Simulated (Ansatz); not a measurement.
One crystal and one scan (scan of one atom of the cell) at two levels, PBE-D3(BJ) (plane waves to 420 eV, PAW, scalar-relativistic; Ansatz, a first-principles code) and r2SCAN+rVV10 (plane waves to 500 eV, PAW, scalar-relativistic; Ansatz), each from its own relaxed cell and on its own mesh.

The crystal is C (graphite type, space group P6_3/mmc); one C atom of a 4-atom cell moves by s along Cartesian z, with its periodic images.

The energy includes the smearing's −TS. C was relaxed with its symmetry unable to fall. The PAW data are Ansatz's earlier set. With partly filled bands, energies and forces of such displacements shift with the k mesh and the smearing. Both scans cover s from -0.430 to 0.430 Å.

```
quantity                                                          run 1  run 2
----------------------------------------------------------------  -----  -----
Lattice constant a (Å)                                            2.455  2.465
Lattice constant c (Å)                                            6.671  6.729
Relaxed volume (Å³/atom)                                           8.71   8.85
Energy at s = 0.430 Å (meV/cell)                                   1626   1564
Force along the line at s = -0.430 Å (eV/Å)                       7.639  7.327
Force constant k = d²E/ds² at s = 0 (finite differences) (eV/Å²)  17.28  16.66
```

### Question
Which run is which level?

### Answer
Run 2 is PBE-D3(BJ), run 1 is r2SCAN+rVV10. PBE-D3(BJ) gives the higher value for: lattice constant a; lattice constant c; relaxed volume. PBE-D3(BJ) gives the lower value for: energy at s = 0.430 Å; force along the line at s = -0.430 Å; force constant k = d²E/ds² at s = 0. Both give the same symmetry of the curve: even: the same for both signs.

(A displaced cell: forces are minus the slopes of the energy, force constants its curvatures, and phonons follow from these.)
